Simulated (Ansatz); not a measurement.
Ansatz input

```yaml
crystal:
  lattice:
    - [4.461092457, 0.0, 0.0]
    - [-2.2305462285, 3.8634193964, 0.0]
    - [0.0, 0.0, 2.7535610836]
  atoms:
    - { symbol: Ir, position: [0.0, 0.0, 0.0], spin: 1.0 }
    - { symbol: Ir, position: [0.3333333333, 0.6666666667, 0.5], spin: 1.0 }
    - { symbol: Ir, position: [0.6666666667, 0.3333333333, 0.5], spin: 1.0 }
hamiltonian:
  xc: mr2scan
  pseudopotentials:
    kind: paw
    azcp:
      Ir: "pseudopotentials/Ir.paw.azcp"
basis:
  ecutwfc: 500
  fft_grid_basis: typed
kpoints:
  mp_grid: { grid: [11, 11, 15], shift: [0, 0, 0] }
magnetization:
  spin_polarized: true
scf:
  occupations: { method: fermi_dirac, width: 0.05 }
output:
  stress: true
```

and its output:

```
Engine: ansatz 0.2.0, aarch64-unknown-linux-gnu
Pseudopotentials: kind: paw
Pseudopotential: Ir, paw, valence charge 17, recommended cutoff 500 eV (meta_gga) 
Functional definition: m-r2SCAN
  exchange = m_r2scan_x
  correlation = m_r2scan_c
Crystal: 3 atoms, lattice volume = 47.458 Å³
Basis set: ecut = 500 eV, 1181 PW (Γ), exchange–correlation on 144×144×96 points (64 copies of the dense FFT grid, shifted against one another)
Bands: 33, of which v1, the nominal top of the filled ones, is band 26 counted from 1 (25 counted from 0)
Symmetry: 24 space group operations
Space group: P6/mmm (ITA 191), of the structure as read, at distance tolerance 3.6e-5 Å
Magnetic group: BNS 191.233 (UNI 1463), of the structure as read, at distance tolerance 3.6e-5 Å
k-points: 128 of 1815
Non-local potential: Ir, projectors of the file, l = 0: 3, l = 1: 2, l = 2: 2, l = 3: 1
PAW form: soft (Blöchl's): semilocal exchange-correlation on the pseudo side does not see the compensation charge
PAW frozen core: Ir, regenerated for the run's functional (the file was generated under x = pbe(κ = 0.804, μ = 0.2195149727645171), c = pbe(β = 0.06672455060314922))
PAW one-centre angular grid: Ir, 590 points (default); XC on 160 Gauss nodes
Initial density: superposition of atomic densities (chi_scale 0.1, normalization cell)
Starting moments: Σ|m| = 3 μB on 3 of 3 sites
Initial wavefunctions: pseudopotential atomic-orbital guess
Functional: x = mr2scan, c = mr2scan; τ floored in thin density (d = 2e-4 eV/Å³)
iter 1 solved again at ethr=1.04e-3 eV; its pass at ethr=3.10e-3 eV (dr2=5.31e-1 eV) is discarded
SCF iter   1: F=—  HF=-35844.285832 eV  |F-HF|=—  |Δ(HF+E_count)|=         —  Δρ=2.92e-2 (↑2.92e-2 ↓1.99e-2)  dr2=6.57e-1  dr2_τ=1.88e-2  dr2_m=8.22e-2  M=2.083 μB ∫|m|=2.085 μB  β_m=0.98  ethr=1.04e-3  ⟨swp⟩=2.0  Hψ=44491  notcnv=0
Mixer restart at iter 1: flushing history
SCF iter   2: F=—  HF=-35844.267277 eV  |F-HF|=—  |Δ(HF+E_count)|=   1.86e-2  Δρ=1.46e-2 (↑1.46e-2 ↓1.23e-2)  dr2=2.08e-1  dr2_τ=6.24e-3  dr2_m=3.97e-3  M=1.875 μB ∫|m|=1.892 μB  β_m=1.00  ethr=1.04e-3  ⟨swp⟩=2.0  Hψ=13729  notcnv=0  κ⁻¹=1.0e0(r=1)
SCF iter   3: F=—  HF=-35845.217989 eV  |F-HF|=—  |Δ(HF+E_count)|=         —  Δρ=4.92e-2 (↑4.92e-2 ↓4.30e-2)  dr2=8.23e-2  dr2_τ=1.64e-1  dr2_m=8.96e-1  M=-0.619 μB ∫|m|=0.619 μB  β_m=1.00  ethr=4.08e-4  ⟨swp⟩=2.6  Hψ=15053  notcnv=0  defer=248
Mixer restart at iter 3: flushing history
SCF iter   4: F=—  HF=-35844.874349 eV  |F-HF|=—  |Δ(HF+E_count)|=   3.44e-1  Δρ=1.41e-2 (↑1.41e-2 ↓5.64e-3)  dr2=1.62e-1  dr2_τ=9.94e-3  dr2_m=1.52e-2  M=-0.280 μB ∫|m|=0.280 μB  β_m=0.55  ethr=9.80e-5  ⟨swp⟩=2.2  Hψ=16318  notcnv=0  defer=248
SCF iter   5: F=—  HF=-35844.843703 eV  |F-HF|=—  |Δ(HF+E_count)|=   3.06e-2  Δρ=7.76e-3 (↑7.76e-3 ↓2.95e-3)  dr2=2.49e-2  dr2_τ=1.54e-3  dr2_m=9.56e-3  M=-0.173 μB ∫|m|=0.173 μB  β_m=0.46  ethr=9.80e-5  ⟨swp⟩=2.0  Hψ=15430  notcnv=0  defer=231  κ⁻¹=1.0e0(r=1)
...
SCF 1 converged in 23 iterations: F = -35844.851355 eV  dr2 = 5.77e-12
...
SCF iter  19: F=-35844.851355 eV  HF=-35844.851352 eV  |F-HF|=2.15e-6  |Δ(HF+E_count)|=   1.73e-6  Δρ=7.50e-6 (↑6.07e-6 ↓7.50e-6)  dr2=1.34e-8  dr2_τ=1.49e-9  dr2_m=9.37e-9  M=-0.002 μB ∫|m|=0.002 μB  β_m=1.20  ethr=1.86e-10  ⟨swp⟩=3.0  Hψ=21857  notcnv=0  κ⁻¹=1.3e-7(r=8)
SCF iter  20: F=-35844.851355 eV  HF=-35844.851355 eV  |F-HF|=2.30e-7  |Δ(HF+E_count)|=   2.05e-6  Δρ=3.34e-6 (↑2.53e-6 ↓3.34e-6)  dr2=2.03e-9  dr2_τ=3.29e-10  dr2_m=2.27e-9  M=-0.001 μB ∫|m|=0.001 μB  β_m=1.20  ethr=2.63e-11  ⟨swp⟩=3.0  Hψ=22335  notcnv=0  κ⁻¹=4.5e-7(r=8)
SCF iter  21: F=-35844.851355 eV  HF=-35844.851355 eV  |F-HF|=2.18e-8  |Δ(HF+E_count)|=   2.28e-7  Δρ=6.22e-7 (↑6.22e-7 ↓5.22e-7)  dr2=1.33e-10  dr2_τ=1.02e-11  dr2_m=4.07e-11  M=0.000 μB ∫|m|=0.000 μB  ethr=3.97e-12  ⟨swp⟩=3.0  Hψ=22634  notcnv=0
SCF 2 converged in 21 iterations: F = -35844.851355 eV  dr2 = 1.33e-10
WARN: the starting moments were not kept: the SCF closed with an absolute magnetisation of 3.1e-5 μB, where they sum to 3 μB in size (3 sites). That is at most 0.1 of that sum. Measured as dr2_m measures the in/out step, that magnetisation stands 1.8e-10 eV from none, at or under the dr2_threshold of 1.0e-7 eV: it is no larger than a step whose dr2_m would equal this threshold. The system may hold no moment; this SCF shows only that its start led to no more than that. To try another start: raise the starting moments (crystal.atoms[].spin, magnetization.per_species, magnetization.initial_magnetization, or on a non-collinear deck that types none of these the spinor_matrix: blocks that start its atoms; where the total moment is fixed, keep their sum and leave initial_magnetization as it is; typed ones take the place of any that the run laid by itself, positive ones on a crystal's lanthanoids without a Hubbard term where scf.initial_density.shell_occupations: [] is typed) or, if the notice of its spin-set hold's release reads "site moments contracting" or "site moments show no strong build", lengthen the hold (scf.mixing.spin_hold: { on: { confirm: 4 } }; for m-r²SCAN on two components see the key's manual first). Each may lead to a state that holds a moment. A second SCF, from the converged charge density, with the starting moments and any scf.initial_density.shell_occupations laid on it anew, would have followed, and was not run: the deck does not ask for one (magnetization.retry_lost_moments is false, the default). To let it run, set magnetization.retry_lost_moments: true and run the deck again, where that key's refused combinations let it; where memory then withholds it, that run's warning says so.
this state was not tested for a lower state beside it, because the mixer in use, unlike msr1, does not test its closes by its own steps (another_mixer; see scf.mixing.algorithm and scf.lower_state_search)
SCF converged after 23 iterations
Magnetization: -0.0000 μB (25.5000 up, 25.5000 down)
Absolute magnetization: 0.0000 μB (∫|ρ↑−ρ↓|, with the PAW one-centre terms)
Spin contamination: 0.0000 ħ² per cell (⟨S²⟩ above its minimum at these occupations)
Per-site moments (μB) at R_I (Å): [(-5.609164313762219e-6, 1.1358439469850001), (-1.1716398898477507e-5, 1.0624403340090565), (-1.171639889829612e-5, 1.0624403340090565)]
Free energy (F): -35844.851355 eV
Harris-Foulkes:  -35844.851355 eV  (|F-HF|=3.64e-11)
Internal energy: -35844.807795 eV  (E = F + TS)
E sigma→0 (E₀):  -35844.829575 eV
Entropy (-TS):   -0.043560 eV (-14.520 meV/atom)
Fermi energy:    22.139230 eV
--- Per-component energies (eV) ---
  E_band       = -450.009778
  E_kinetic    = 1860.557275
  E_local      = -3612.104273  (includes V_loc(G=0)·N_el)
  E_nonlocal   = 222.547265
  E_hartree    = 1364.636798
  E_xc         = -761.488516
  E_vxc        = -993.607766  (∫ρ·V_xc dr)
  E_paw        = -27748.657750  (= ΣΔE_a)
  E_vpaw       = -718.560738  (= ΣTr[D̂ρ^β])
  E_aug_tail   = -0.000044  (compensation charges beyond the density's cutoff)
  E_vtau       = 61.884871  (kinetic-family band-sum trace: ∫τ·v_τ [+ j·A + Jᵃ·Aᵃ] dr)
  E_ewald      = -7169.347871
  E_core_change = -0.950681  (= ΣΔE_core)
  E_smearing   = -0.043560  (= −TS)
  E_closure    = -0.000000  (closes the sum)
  Σ components = -35844.851355   (vs F -35844.851355, Δ=0.00e0)
--- Stress (GPa, compression-positive) ---
      -22.816536       0.000000       0.000000
       -0.000000     -22.816536       0.000000
        0.000000       0.000000     -20.914446
  P = ⅓ Tr σ = -22.1825 GPa (-221.825 kbar)
```
